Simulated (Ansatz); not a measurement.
Method: DFT PBE, scalar-relativistic, plane waves, PAW in Ansatz 0.2.0. All cells share a 420 eV cutoff and Γ-centred k meshes spaced about 0.3 Å⁻¹ or finer (0.25 for metals, 2π included). No spin polarisation.

All energies are static (0 K, no zero-point motion).

Two forms of TiGe₂W₄ were relaxed alike.

A.

```
CELL_PARAMETERS angstrom
3.73532 0.00000 0.00000
0.00000 3.73532 0.00000
0.00000 0.00000 8.62280
ATOMIC_POSITIONS crystal
Ti 0.50000 0.50000 0.00000
Ge 0.50000 0.00000 0.76055
Ge 0.00000 0.50000 0.23946
W 0.50000 0.00000 0.24614
W 0.00000 0.50000 0.75386
W 0.50000 0.50000 0.50000
W 0.00000 0.00000 0.50000
```

B.

```
CELL_PARAMETERS angstrom
7.34761 0.00000 0.00000
0.00000 7.34761 0.00000
0.00000 0.00000 4.39148
ATOMIC_POSITIONS crystal
Ti 0.00000 0.00000 0.00000
Ti 0.50000 0.50000 0.50000
Ge 0.30674 0.69326 0.00000
Ge 0.69326 0.30674 0.00000
Ge 0.80674 0.80674 0.50000
Ge 0.19326 0.19326 0.50000
W 0.11331 0.63883 0.50000
W 0.36117 0.88669 0.50000
W 0.88669 0.36117 0.50000
W 0.63883 0.11331 0.50000
W 0.13883 0.38669 0.00000
W 0.86117 0.61331 0.00000
W 0.38669 0.13883 0.00000
W 0.61331 0.86117 0.00000
```

Task: Which is lower in energy, and by how much?

Result: B is lower, by 156 meV/atom. A has space group P-4m2 (No. 115), 17.2 Å³/atom and no gap on its mesh; B has space group P4_2/mnm (No. 136), 16.9 Å³/atom and no gap. Counting Ti or W atoms around Ge (for each partner element, those within 1.25 times its shortest distance or 1.15 times the sum of covalent radii, where it is the nearest in units of that sum or under 1.3; a plus sign parts groups by distance over the sum of covalent radii), A has Ge 10 and B has Ge 6+3. Even the lower one lies +0.23 eV/atom against the reference forms of the elements (uncorrected), so neither is stable at this level. Both come from trial cells of a structure search, whose lowest cell (Pnnm, 17.1 Å³/atom) lies 17 meV/atom below the lower of the two.

These runs have no spin–orbit coupling, which can matter for W. Trial moments fell under 0.15 μB along the way in P-4m2 and P4_2/mnm; another start might hold them. With atoms moved at random, B (by 17 meV/atom) fell into a lower structure. A had no clear such test and can be a saddle point. Some structure types and database cells were kept out of the candidates from the start, so a known form may be missing.
